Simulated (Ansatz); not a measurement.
SiGe3:
```
SiGe3
1.0
    3.96664     0.00000     0.00000
    0.00000     3.96664     0.00000
    0.00000     0.00000     5.59428
Si Ge
1 3
Cartesian
  0.00000   0.00000   0.00000
  1.98332   0.00000   1.36553
  1.98332   1.98332   2.79714
  0.00000   1.98332   4.22876
```

Relaxed with PBEsol. Independent-particle spectrum: no excitons, no local fields, no scissors shift; 0.1 eV broadening; ε₁ of the summed bands alone.

### Question
Tabulate the dielectric function from the program Ansatz at the PBEsol level (PAW).

### Answer


| E (eV) | ε₁ xx | ε₂ xx | ε₁ zz | ε₂ zz |
|---|---|---|---|---|
| 0.0 | 18.39 | 0.00 | 18.15 | 0.00 |
| 0.3 | 18.71 | 0.00 | 18.42 | 0.00 |
| 0.6 | 19.68 | 0.81 | 19.40 | 0.38 |
| 0.9 | 20.62 | 0.88 | 20.41 | 0.60 |
| 1.2 | 22.71 | 1.63 | 22.60 | 1.44 |
| 1.5 | 27.61 | 3.84 | 27.36 | 2.90 |
| 1.8 | 30.18 | 19.66 | 31.62 | 19.32 |
| 2.1 | 17.24 | 18.52 | 17.87 | 19.11 |
| 2.4 | 16.10 | 15.67 | 16.19 | 15.85 |
| 2.7 | 17.66 | 18.03 | 17.42 | 18.23 |
| 3.0 | 16.09 | 20.89 | 16.04 | 20.81 |
| 3.3 | 15.12 | 23.52 | 16.79 | 23.29 |
| 3.6 | 14.35 | 39.85 | 8.45 | 45.32 |
| 3.9 | -13.38 | 29.02 | -10.28 | 25.90 |
| 4.2 | -11.20 | 17.46 | -10.70 | 17.42 |
| 4.5 | -8.03 | 13.30 | -7.66 | 13.93 |
| 4.8 | -6.74 | 14.43 | -7.22 | 13.99 |
| 5.1 | -10.00 | 11.54 | -9.05 | 11.32 |
| 5.4 | -9.15 | 8.08 | -9.17 | 8.24 |
| 5.7 | -7.89 | 6.21 | -7.88 | 6.23 |
| 6.0 | -7.06 | 5.09 | -6.97 | 5.15 |
| 6.3 | -6.27 | 4.19 | -6.27 | 4.19 |
| 6.6 | -5.57 | 3.40 | -5.58 | 3.39 |
| 6.9 | -4.85 | 2.75 | -4.81 | 2.81 |
| 7.2 | -4.19 | 2.39 | -4.18 | 2.40 |
| 7.5 | -3.52 | 2.25 | -3.46 | 2.22 |
| 7.8 | -3.27 | 2.29 | -3.27 | 2.29 |
| 8.1 | -3.19 | 2.02 | -3.14 | 2.06 |
| 8.4 | -2.98 | 1.73 | -2.94 | 1.77 |
| 8.7 | -2.66 | 1.49 | -2.68 | 1.56 |
| 9.0 | -2.42 | 1.41 | -2.45 | 1.45 |
| 9.3 | -2.28 | 1.22 | -2.31 | 1.21 |
| 9.6 | -2.05 | 1.09 | -2.07 | 1.08 |
| 9.9 | -1.89 | 0.99 | -1.89 | 0.97 |
| 10.2 | -1.73 | 0.88 | -1.71 | 0.89 |
| 10.5 | -1.56 | 0.80 | -1.55 | 0.81 |
| 10.8 | -1.45 | 0.74 | -1.44 | 0.75 |
| 11.1 | -1.33 | 0.64 | -1.33 | 0.66 |
| 11.4 | -1.17 | 0.58 | -1.17 | 0.58 |
| 11.7 | -1.08 | 0.54 | -1.06 | 0.56 |
| 12.0 | -0.96 | 0.47 | -0.98 | 0.51 |

### Question
From ε at 2.0 eV (xx: 19.15 + 19.98i), find n, k, the normal reflectivity and the absorption coefficient.

### Answer
n = 4.84, k = 2.065, R = 50 %, α = 2kE/ħc = 420000 cm⁻¹.

With all bands, ε∞ without local fields is 18.4 (xx = yy), 18.2 (zz). DFPT, with local fields, gives 17.7 (xx = yy), 17.6 (zz).

Space group P-4m2. The start of the workflow was typed in or built on a structure type; neither database checked (COD, Materials Project) lists it. Its standing as an ambient phase is unchecked. The PBEsol relaxation kept the symmetry of its start; its stability against distortions is not shown here. Spin–orbit coupling is left out wherever it is not named.

Potentials: the later of the program's two PAW sets.
